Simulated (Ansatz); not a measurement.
Ba (bcc (W type), space group No. 229), a = b = c = 5.050 Å, α = β = γ = 90.00°; the cell used has 1 atom.

Relaxed with DFT-r²SCAN+D4 in the program Ansatz with PAW potentials. Indices refer to the conventional cell of Im-3m, a = b = c = 5.0503 Å, α = β = γ = 90.00°.

Task: Simulate the powder diffraction pattern (Cu Kα, λ = 1.54184 Å; lines above 1 %) up to 2θ = 90°.

Result: Simulated powder pattern, Cu Kα, λ = 1.54184 Å (kinematic, ideal powder, no thermal factors, no anomalous dispersion; the 30 strongest lines at most, above 1 %, up to 2θ = 90°):

```tsv
2θ (°)	d (Å)	I/Imax (%)	hkl
24.93	3.571	100	(110)
35.55	2.525	20	(200)
43.91	2.062	44	(211)
51.16	1.786	14	(220)
57.73	1.597	19	(310)
63.85	1.458	4.7	(222)
69.66	1.350	22	(321)
75.26	1.263	2.2	(400)
80.73	1.190	11	(411)+(330)
86.10	1.129	6.5	(420)
```

The r²SCAN+D4 relaxation kept the symmetry of its start. The pairwise dispersion correction was not fitted to metals. Scalar-relativistic: spin–orbit coupling is off unless named, which matters more the heavier the elements.

Potentials: the earlier of the program's two PAW sets.
